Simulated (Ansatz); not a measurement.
BaCd$_{2}$Ge$_{2}$ in space group I4/mmm (No. 139; Ge on 4e, Cd on 4d, Ba on 2a) at seven volumes, the program Ansatz at the PBEsol level (PAW), shape and atoms relaxed at each. One row is withheld.

```json
[
 {"V (Å³/atom)": "22.088", "P (GPa)": "6.25"},
 {"V (Å³/atom)": "22.816", "P (GPa)": "3.81"},
 {"V (Å³/atom)": "23.544", "P (GPa)": "1.74"},
 {"V (Å³/atom)": "24.272", "P (GPa)": "0.00"},
 {"V (Å³/atom)": "25.000", "P (GPa)": "?"},
 {"V (Å³/atom)": "25.728", "P (GPa)": "-2.68"},
 {"V (Å³/atom)": "26.456", "P (GPa)": "-3.71"}
]
```

Question: Fit the shown pressures and predict the withheld one.

Answer: P = (3/2)B₀(x^(7/2) − x^(5/2))[1 + (3/4)(B′ − 4)(x − 1)] with x = (V₀/V)^(2/3). Least squares on the six rows gives V₀ = 24.275 Å³/atom, B₀ = 52.9 GPa, B′ = 4.75. At V = 25.000, x = 0.9806 and P = -1.45 GPa. The run itself gave -1.46 GPa.

The workflow started from an entry of the Crystallography Open Database (COD, 298 K). Its standing as an ambient phase is unchecked. The cell was relaxed with PBEsol under the symmetry of its start; its stability against distortions is not shown here. Scalar-relativistic: spin–orbit coupling is off unless named, which matters more the heavier the elements.

Potentials: the later of the program's two PAW sets.
